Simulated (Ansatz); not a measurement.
# MnO₂: checking an input

The cell (12 atoms) is MnO₂ in the coordinates of a database entry, unrelaxed (space group Pnma). Forces or pressure are large there, so the entry is far from the computed equilibrium and may be faulty or of a sample under other conditions. Source: COD entry 1514109; it may be a high-temperature, high-pressure or metastable form.

All numbers below come from Ansatz development build ahead of 0.2.0, DFT, r2SCAN, PAW, plane waves, scalar-relativistic.

```yaml
crystal:
  lattice:
    - [9.264, 0.0, 0.0]
    - [0.0, 2.859, 0.0]
    - [0.0, 0.0, 4.513]
  atoms:
    - { symbol: Mn, position: [0.139, 0.25, 0.029], spin: 4.5 }
    - { symbol: Mn, position: [0.861, 0.75, 0.971], spin: 4.5 }
    - { symbol: Mn, position: [0.361, 0.75, 0.529], spin: 4.5 }
    - { symbol: Mn, position: [0.639, 0.25, 0.471], spin: 4.5 }
    - { symbol: O, position: [0.791, 0.25, 0.215] }
    - { symbol: O, position: [0.209, 0.75, 0.785] }
    - { symbol: O, position: [0.709, 0.75, 0.715] }
    - { symbol: O, position: [0.291, 0.25, 0.285] }
    - { symbol: O, position: [0.945, 0.25, 0.723] }
    - { symbol: O, position: [0.055, 0.75, 0.277] }
    - { symbol: O, position: [0.555, 0.75, 0.223] }
    - { symbol: O, position: [0.445, 0.25, 0.777] }
magnetization:
  spin_polarized: true
hamiltonian:
  xc: r2scan
  pseudopotentials: { kind: paw }
basis:
  ecutwfc: 500
kpoints:
  mp_grid: { grid: [2, 6, 4] }
scf:
  occupations: { method: fermi_dirac, width: 0.03 }
  lower_state_search: "off"
  mixing: { betta: 0.3 }
output:
  forces: true
  stress: true
```

A semilocal functional without U tends to delocalise d and f electrons, and can give a metal where the real compound is an insulator. Gaps of semilocal functionals run low against measured ones. Only one magnetic start was run, with no search, so the state need not be the lowest.

Command:
```sh
ansatz run input.yaml --threads 2 --pin off --max-ram 5120MiB --backend cpu --events-out ev --progress --plain --runs-dir out
```

Machine: 2 threads of Arm Neoverse V2, with other jobs on the host.

Does the program run this input?

No, it refuses it: YAML parse error: error: line 31 column 13: unknown field `betta`, expected one of algorithm, preconditioner, beta, beta_mag, beta_mag_transverse, tau, ndim, q_tf, eps_inf, rho_ref, vacuum_switching, restart, globalisation, spin_hold, negative_modes [...]

What has to change?

The fault: misspelt key scf.mixing.betta. The key is scf.mixing.beta. Without it the same cell converges in 16 iterations, ferromagnetic, site moments Mn1 2.56, Mn2 2.56, Mn3 2.56, Mn4 2.56 μB, total 12.00 μB per cell, a gap of 1.07 eV on the k-mesh.
